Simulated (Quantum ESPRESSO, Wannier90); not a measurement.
## Tight-binding from DFT: Rb$_{2}$Te (anti-fluorite)

```xyz
3
Lattice="0.0000 4.2811 4.2811 4.2811 0.0000 4.2811 4.2811 4.2811 0.0000" Properties=species:S:1:pos:R:3 pbc="T T T"
Rb     2.1406     2.1406     2.1406
Rb    -2.1406    -2.1406    -2.1406
Te     0.0000     0.0000     0.0000
```

Materials Project entry mp-441; symmetrised, unrelaxed at this level. Not found in the COD (Crystallography Open Database) copy used; not checked further. Method: PBEsol plane waves in Quantum ESPRESSO 7.5 (PseudoDojo norm-conserving files, 66 Ry, no spin polarisation, no spin-orbit coupling), Bloch states on a 6×6×6 mesh through Γ, Wannier90 4.0.1. Density: 6×6×6 mesh, cold smearing 0.01 Ry. Spin-orbit coupling is left out although heavy elements are present.

Bands 15-17 form an isolated set from -0.76 to 0.00 eV relative to the valence-band maximum (on the path) and are turned into 3 Wannier functions by minimising the spread from the start: atomic waves Te 5p.

Centres (Cartesian, Å; one of the equivalent choices) and spreads:

```
n      x      y      z  spread (Å²)  nearest atom
-  -----  -----  -----  -----------  ------------
1  0.000  0.000  0.000        3.457           Te3
2  0.000  0.000  0.000        3.457           Te3
3  0.000  0.000  0.000        3.457           Te3
```

Ω_I = 10.27 Å², Ω_total = 10.37 Å²; the interpolated bands follow pw.x to 0.4 meV rms on the path. Only this start was tried; a symmetric start can stop on a saddle, and mixtures of these functions could lower the total by at most Ω_total − Ω_I.
